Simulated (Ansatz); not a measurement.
CdTe:
```
CdTe
1.0
    4.52331     0.00000     0.00000
   -2.26166     3.91730     0.00000
    0.00000     0.00000    10.26369
Cd Te
3 3
Cartesian
  2.26345   0.00000   6.84246
 -1.13172   1.96020   3.42123
  1.12993   1.95710   0.00000
  2.26282   0.00000   1.71061
 -1.13141   1.95966   8.55307
  1.13025   1.95765   5.13184
```

Relaxed with PBEsol. Special points in fractions of this cell's reciprocal vectors: Γ (0.000, 0.000, 0.000); M (0.500, 0.000, 0.000); K (0.333, 0.333, 0.000); A (0.000, 0.000, 0.500); L (0.500, 0.000, 0.500); H (0.333, 0.333, 0.500).

Problem. List the band energies nearest the Fermi level at these points for the program Ansatz at the PBEsol with spin–orbit coupling level (PAW).

Solution. In eV from the Fermi level; about four levels below and three above (degenerate sets whole), none deeper than 8.9 eV; points with the same levels are listed once.

```csv
k,below,above
Γ,-0.50 -0.50 -0.49 -0.49 -0.02 -0.02,0.00 0.00 2.30 2.30
M,-1.45 -1.45 -1.08 -1.08,1.39 1.39 1.59 1.59
K,-1.42 -1.42 -1.23 -1.22,0.95 0.95 2.41
A,-0.59 -0.59 -0.01 -0.01,1.68 1.68 1.68 1.68
L,-1.58 -1.58 -1.08 -1.08,1.09 1.09 2.04 2.04
H,-1.74 -1.74 -0.86 -0.86,2.35 2.35 2.55 2.55 2.56
```

Space group P6_222. The start of the workflow was typed in or built on a structure type; neither database checked (COD, Materials Project) lists it. It is not the phase usual at ambient conditions (space group No. 216). Symmetry was held in the PBEsol relaxation; whether a distortion lowers the energy is not shown. Point labels and valley counts follow the cell and symmetry of the run, lower than the named group.

Potentials: the earlier of the program's two PAW sets. The files were generated under PBE; for other functionals the program regenerates the frozen cores, and for LDA and PBEsol the local potential too.
